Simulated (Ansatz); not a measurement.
Starting cell, TiTe2 (CdI2 type):

```
CELL_PARAMETERS angstrom
      3.69732     0.00000     0.00000
     -1.84866     3.20197     0.00000
      0.00000     0.00000     6.38398
ATOMIC_POSITIONS crystal
  Ti 0.00000 0.00000 0.00000
  Te 0.33333 0.66667 0.27110
  Te 0.66667 0.33333 0.72890
```

Scan: atom 1 (Ti, nearest neighbour Te at 2.748 Å; its periodic images, 3.7 Å or more away, move with it) is displaced along Cartesian x, direction (1.000, 0.000, 0.000) in Cartesian axes, by s. The other atoms stay.

The numbers are results of PBE-D3(BJ) (plane waves to 420 eV, PAW, scalar-relativistic; Ansatz, a first-principles code), not measurements. k mesh 12×12×6 (Γ-centred), Fermi-Dirac smearing 0.05 eV. E stands for the smeared free energy. With partly filled bands, energies and forces of such displacements shift with the k mesh and the smearing. Spin-orbit coupling is left out, though Te is heavy. TiTe2 is run without spin polarisation. TiTe2 was relaxed with its symmetry unable to fall. ΔE is measured from the undisplaced structure.

The scan covers s from -0.820 to 0.820 Å in 11 points.

### Question
Is the energy the same for equal positive and negative displacements?

### Answer
Even: the same for both signs. With its periodic images moving along, the atom's site symmetry in this cell is -3m..

### Question
What is the energy change at s = 0.820 Å?

### Answer
2292 meV/cell.

### Question
What force acts on the atom along the line at s = -0.820 Å?

### Answer
6.38 eV/Å.

### Question
What is the force constant k = d²E/ds² of this move at s = 0?

### Answer
4.92 eV/Å².

(For displaced atoms, the force is minus the slope of the energy, and its curvature is a force constant, which sets phonon frequencies.)
